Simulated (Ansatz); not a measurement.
ZnGeO3:
Space group R-3, hexagonal axes (No. 148); a = 4.982 Å, b = 4.982 Å, c = 13.830 Å, α = 90.00°, β = 90.00°, γ = 120.00°

| atom | site | symmetry | x | y | z |
|---|---|---|---|---|---|
| Zn | 6c | 3. | 0.0000 | 0.0000 | 0.3680 |
| Ge | 6c | 3. | 0.0000 | 0.0000 | 0.1561 |
| O | 18f | 1 | 0.3174 | 0.0276 | 0.2436 |
(The calculation used a cell of 10 atoms; values per cell refer to that cell.)

This is the PBEsol-relaxed structure.

Problem. All from PBEsol (plane waves, PAW; program Ansatz), unless another level is named. Give the Born charges (a third of the trace).

Solution. Zn +2.44, Ge +3.90, O -2.12 e.

Problem. What about the electronic dielectric constant ε∞ (DFPT)?

Solution. 4.53 (xx = yy), 4.34 (zz).

Problem. Give the static dielectric constant ε0 (ions relaxed, cell fixed).

Solution. 12.8 (xx = yy), 20.2 (zz).

The workflow started from a Materials Project entry (that database holds measured and hypothetical structures alike); the Crystallography Open Database copy checked does not list it. Whether it is the stable phase at ambient conditions was not checked. Symmetry was held in the PBEsol relaxation; whether a distortion lowers the energy is not shown. Spin–orbit coupling is left out wherever it is not named.

Potentials: the later of the program's two PAW sets.
